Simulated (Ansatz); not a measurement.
The start is a generated cell, GaIr built in the CuAu structure type. The cell and all atomic positions are relaxed at zero pressure with PBEsol (plane waves to 420 eV, PAW, scalar-relativistic; Ansatz, a first-principles code). First-step values are on the input's coarse k-mesh.

Ansatz input (later rounds restart from its end on a renewed k-mesh):
Ansatz 0.2 input:
```yaml
crystal:
  lattice:
    - [2.684725, 0, 0]
    - [0, 2.684725, 0]
    - [0, 0, 3.518907]
  atoms:
    - { symbol: Ga, position: [0.5, 0.5, 0.5] }
    - { symbol: Ir, position: [0, 0, 0] }
basis: { ecutwfc: 420, ecutrho_ratio: 4, xc_grid: 2, fft_grid_basis: typed }
kpoints: { mp_grid: { grid: [12, 12, 9] } }
hamiltonian:
  xc: pbesol
  dispersion: none
  pseudopotentials: { kind: paw }
scf: { occupations: { method: fermi_dirac, width: 0.05 } }
relax: { f_tol: 0.01, max_steps: 100, cell: { stress_tol: 0.02 } }
output: { forces: true, stress: true }
```

| Item | Value |
|---|---|
| Outcome | The space group goes from P4/mmm (No. 123) to Pm-3m (No. 221); the end is CsCl type, with 2 atoms in the primitive cell |
| Energy released | 0.19 eV/atom |
| Volume change | +8.6 %, from 12.68 to 13.77 Å³/atom |
| Band gap at the end | zero (metallic) |
| Optimiser moves | 21 |

Final values are on a 15×15×15 k-mesh of the relaxed cell. No spin polarisation in the result.

The run could not lose the symmetry of its start.

All atoms sit on sites fixed by symmetry, so only the cell could relax.
